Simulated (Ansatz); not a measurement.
**From the elastic tensor of ScZn at 10 GPa (stress–strain coefficients) to moduli and sound speeds**

All numbers below come from Ansatz, DFT LDA, scalar-relativistic, plane waves, PAW. Cutoff 420 eV, 14×14×14 k-points (Γ-centred), Fermi-Dirac smearing of 0.15 eV. No spin polarisation.

The structure is cubic, space group Pm-3m (No. 221). The conventional cell has a = 3.160 Å, b = 3.160 Å, c = 3.160 Å, α = 90.00°, β = 90.00°, γ = 90.00°. Around Sc (site symmetry m-3m) lie 8 Zn at 2.74 Å. Zn (site symmetry m-3m) has 8 Sc at 2.74 Å as nearest neighbours.

In a metal, frequencies and elastic constants depend on the k mesh and the smearing, soft modes and shear constants most. Other phases may be more stable at this pressure.

Relaxed-ion constants (GPa, on the Cartesian axes of the calculation):
```
163.9 113.9 113.9   0.0   0.0   0.0
113.9 163.9 113.9   0.0   0.0   0.0
113.9 113.9 163.9   0.0   0.0   0.0
  0.0   0.0   0.0  94.2   0.0   0.0
  0.0   0.0   0.0   0.0  94.2   0.0
  0.0   0.0   0.0   0.0   0.0  94.2
```

Density 5.808 g/cm³; 2 atoms in 31.55 Å³.

The values that follow are for a polycrystal of randomly turned grains, by Hill's mean where one number stands. In a crystal this anisotropic the Voigt and Reuss bounds lie far apart, so Hill's mean and the sound speeds and Debye temperature from it are rough.

With S = C⁻¹: B_V = (C11+C22+C33+2(C12+C13+C23))/9, G_V = (C11+C22+C33−C12−C13−C23+3(C44+C55+C66))/15, 1/B_R = S11+S22+S33+2(S12+S13+S23), 15/G_R = 4(S11+S22+S33−S12−S13−S23)+3(S44+S55+S66); Hill is their mean. Then v_l = √((B+4G/3)/ρ), v_t = √(G/ρ), v_m = [(2/v_t³+1/v_l³)/3]^(−1/3) and Θ = (ħ/k_B)·v_m·(6π²n/V)^(1/3) for n atoms in the volume V; E = 9BG/(3B+G), ν = (3B−2G)/(2(3B+G)) and A^U = 5G_V/G_R + B_V/B_R − 6.

```
Bulk modulus, Voigt / Reuss / Hill          : 130.6 / 130.6 / 130.6 GPa
Shear modulus, Voigt / Reuss / Hill         : 66.5 / 44.7 / 55.6 GPa
Young's modulus                             : 146 GPa
Poisson ratio                               : 0.314
Pugh ratio B/G                              : 2.35
Universal anisotropy index                  : 2.44
Longitudinal and transverse sound speeds    : 5938 and 3094 m/s
Debye temperature from the mean sound speed : 411 K
```

Cost: 1 run of about 1.5 core-minutes, on Arm Neoverse V1 (shared hosts).